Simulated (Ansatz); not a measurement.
FeNi$_{3}$ (Cu3Au type), relaxed with PBE (Ansatz, a first-principles code, plane waves, PAW): a = 3.5437 Å, b = 3.5437 Å, c = 3.5437 Å, α = 90.00°, β = 90.00°, γ = 90.00°.

```
Property                                                                        Value
---------------------------  --------------------------------------------------------
ΔH_f (eV/atom)                                                                  -0.09
B₀ by P(V) fit (GPa)                                                              196
K_Hill (GPa)                                                                      195
G_Hill (GPa)                                                                     96.8
Θ_D (K)                                                                           497
spin order and moments (μB)  ferromagnetic; net 1.20 per atom; largest site about 3.0
```

Q: The same phase is relaxed and computed with r²SCAN in the same code. What are the cell and these values now?

A: a = b = c = 3.5142 Å, α = β = γ = 90.00°.

* **ΔH_f (eV/atom)**: -0.13
* **B₀ by P(V) fit (GPa)**: 212
* **K_Hill (GPa)**: 211
* **G_Hill (GPa)**: 106
* **Θ_D (K)**: 519
* **spin order and moments (μB)**: ferromagnetic; net 1.32 per atom; largest site about 3.2

Spin orders computed, not proven ground states: FeNi3, Cu3Au type with PBE ferromagnetic; FeNi3, Cu3Au type with r²SCAN ferromagnetic. All cells were relaxed under the symmetry of their starts (and spin orders); stability against distortions was not tested throughout.

Potentials: the later of the program's two PAW sets.

Ansatz is a plane-wave DFT program.

Formation energies count from the lowest solids of the elements computed at the same level, not from gases.
